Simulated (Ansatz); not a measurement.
# Ag: two-dimensional strain map

These are results of Ansatz 0.2.0, DFT PBEsol, scalar-relativistic, plane waves, PAW, not measurements. Cutoff 420 eV, Γ-centred 20×20×20 k-points, Gaussian smearing of 0.15 eV. No spin polarisation. Energies are free energies at this smearing, counted from the undisturbed cell; pressure is positive in compression.

Zero of the scan (as given, not relaxed at this level; it stands at -7.2 GPa; this bcc form isn't the usual structure):

```
CELL_PARAMETERS angstrom
-1.65565 1.65565 1.65565
1.65565 -1.65565 1.65565
1.65565 1.65565 -1.65565
ATOMIC_POSITIONS crystal
Ag 0.00000 0.00000 0.00000
```

The cell is strained by p along both x and y and by q along z, fractional coordinates fixed. Points are written (p, q).

Energy above the undisturbed cell in meV/atom (a dash: not computed):

```csv
p \ q,-0.080,-0.040,0.000,0.040,0.080
-0.080,183.9,80.9,12.4,-29.4,-48.6
-0.040,13.8,-22.0,-35.4,-30.6,-11.9
0.000,-37.0,-27.2,0.0,37.5,83.8
0.040,-8.0,33.4,87.5,148.5,213.5
0.080,72.5,137.3,209.0,285.2,362.9
```

Pressure in GPa:

| p \ q | -0.080 | -0.040 | 0.000 | 0.040 | 0.080 |
| --- | --- | --- | --- | --- | --- |
| -0.080 | 32.0 | 21.3 | 12.9 | 6.3 | 1.1 |
| -0.040 | 12.6 | 5.6 | 0.3 | -3.9 | -7.0 |
| 0.000 | 0.6 | -3.9 | -7.2 | -9.7 | -11.5 |
| 0.040 | -6.8 | -9.6 | -11.5 | -12.9 | -13.8 |
| 0.080 | -11.1 | -12.8 | -13.8 | -14.4 | -14.7 |